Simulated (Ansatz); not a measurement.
# Sn4Ge3: rattling a relaxed structure

It was reached by relaxing an invented guess, and it needn't be the stable form of this composition.

All numbers below come from DFT PBE, scalar-relativistic, plane waves, PAW (Ansatz 0.2.0). Settings: cutoff 420 eV, Γ-centred mesh 12×12×12 on the computed 7-atom cell, Gaussian smearing of 0.10 eV; no spin polarisation.

The cell below (7 atoms, space group R-3m (No. 166)) is relaxed within its symmetry.

```cif
data_structure
_symmetry_space_group_name_H-M 'P 1'
_symmetry_Int_Tables_number 1
_cell_length_a 12.1245
_cell_length_b 12.1245
_cell_length_c 12.1245
_cell_angle_alpha 19.657
_cell_angle_beta 19.657
_cell_angle_gamma 19.657
_cell_volume 176.37
loop_
_atom_site_label
_atom_site_type_symbol
_atom_site_fract_x
_atom_site_fract_y
_atom_site_fract_z
_atom_site_occupancy
Sn1 Sn 0.13695 0.13695 0.13695 1
Sn2 Sn 0.86305 0.86305 0.86305 1
Sn3 Sn 0.71256 0.71256 0.71256 1
Sn4 Sn 0.28744 0.28744 0.28744 1
Ge1 Ge 0.42725 0.42725 0.42725 1
Ge2 Ge 0.57275 0.57275 0.57275 1
Ge3 Ge 0.00000 0.00000 0.00000 1
```

For the test it was strained at random (σ = 1.5 % a component), the atoms were moved at random (σ = 0.10 Å), and all was relaxed again on a coarse 6×6×6 mesh (in the run’s order of axes) with 0.20 eV smearing, with no symmetry imposed.

**Question.** Is the structure stable against such a distortion?

**Answer.** It returns, within 1 meV/atom of the unmoved cell on that mesh and with the same symmetry when read at 0.1 Å (C2/m at 0.01 Å, so small strains and shifts remain). No instability shows in this cell; modes of other wave vectors, which need another repeat, aren't tested.
